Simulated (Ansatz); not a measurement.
Given:

Ru₂C:
```yaml
crystal:
  lattice:
    - [3.79145, 0.00000, 0.00000]
    - [0.00000, 3.79145, 0.00000]
    - [0.00000, 0.00000, 4.80769]
  atoms:
    - { symbol: Ru, position: [0.00000, 0.00000, 0.00000] }
    - { symbol: Ru, position: [0.50000, 0.50000, 0.00000] }
    - { symbol: Ru, position: [0.50000, 0.00000, 0.41829] }
    - { symbol: Ru, position: [0.00000, 0.50000, 0.58171] }
    - { symbol: C, position: [0.50000, 0.00000, 0.81906] }
    - { symbol: C, position: [0.00000, 0.50000, 0.18094] }
```

This is the r²SCAN-relaxed structure.

Problem. All from r²SCAN (plane waves, PAW; program Ansatz), unless another level is named. Estimate the electronic character.

Solution. metallic (no gap).

Problem. Give the formation energy from the elements (no fitted shifts).

Solution. 0.52 eV/atom.

Problem. Predict the density of states at the Fermi level.

Solution. 0.88 states/eV per atom (mean over ±0.08 eV).

Space group P4/nmm. A made-up cell: these elements were put on the sites of a structure type; neither database checked (COD, Materials Project) lists it. Whether it is the stable phase at ambient conditions was not checked. Symmetry was held in the r²SCAN relaxation; whether a distortion lowers the energy is not shown. The run is not spin-polarised. The references are the lowest solids computed at this level, not always the standard phases. Spin–orbit coupling is left out wherever it is not named.

Potentials: the earlier of the program's two PAW sets.
